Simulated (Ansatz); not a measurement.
Data:

YC2:
```xyz
3
Lattice="-1.8373 1.8373 3.0937 1.8373 -1.8373 3.0937 1.8373 1.8373 -3.0937" Properties=species:S:1:pos:R:3 pbc="T T T"
Y      0.0000     0.0000     0.0000
C      0.0000     0.0000     2.4474
C      0.0000     0.0000     3.7400
```

This is the r²SCAN-relaxed structure.

Problem. All from r²SCAN (plane waves, PAW; program Ansatz), unless another level is named. Give the electronic character.

Solution. metallic (no gap).

Problem. What about the formation energy from the elements (no fitted shifts)?

Solution. -0.37 eV/atom.

Problem. Give the density of states at the Fermi level.

Solution. 0.24 states/eV per atom (mean over ±0.08 eV).

Problem. What about the gap with spin–orbit coupling?

Solution. none (metallic).

Space group I4/mmm (MoSi2 or CaC2 type). The workflow started from an entry of the Crystallography Open Database (COD). Whether it is the stable phase at ambient conditions was not checked. Symmetry was held in the r²SCAN relaxation; its stability against distortions is not shown here. The run is not spin-polarised. The references are the lowest solids computed at this level, not always the standard phases. Spin–orbit coupling is left out wherever it is not named.

Potentials: the later of the program's two PAW sets.
